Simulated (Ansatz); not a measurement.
Consider the following.

TiW:
```
CELL_PARAMETERS angstrom
      1.58782    -2.25661     0.00000
      1.58782     2.25661     0.00000
      0.00000     0.00000     4.46573
ATOMIC_POSITIONS crystal
  Ti 0.00000 0.00000 0.00000
  W  0.50000 0.50000 0.50000
```

This is the r²SCAN-relaxed structure. Cartesian axes are those of the cell as given.

All from r²SCAN in the plane-wave PAW code Ansatz, unless another level is named. Predict the Poisson's ratio.

0.36.

Next, the elastic constants (relaxed ions, GPa)?

C11 = 298, C22 = 329, C33 = 283, C12 = 163, C13 = 151, C23 = 157, C44 = 65.1, C55 = 34.0, C66 = 83.3.

Next, the highest zone-centre frequency?

238 cm⁻¹.

Space group Cmmm. The first step of the workflow began from a Materials Project structure, measured or hypothetical; the Crystallography Open Database copy checked does not list it. With Ti and W taken as one species the cell has the higher symmetry Im-3m, so it may be an ordered model of a mixed-site phase. Whether it is the stable phase at ambient conditions was not checked. Symmetry was held in the r²SCAN relaxation; its stability against distortions is not shown here. No spin polarisation was allowed. As this level gives no gap, shear constants depend on the k-mesh and smearing (Fermi–Dirac, 0.1 eV here). As this level gives no gap, phonon frequencies hold no LO–TO term and depend on the k-mesh and smearing (Fermi–Dirac, 0.1 eV here). On the denser mesh and wider smearing of the elastic run this cell carries a stress of 0.3 GPa. Scalar-relativistic: spin–orbit coupling is off unless named, which matters more the heavier the elements.

Potentials: the later of the program's two PAW sets.
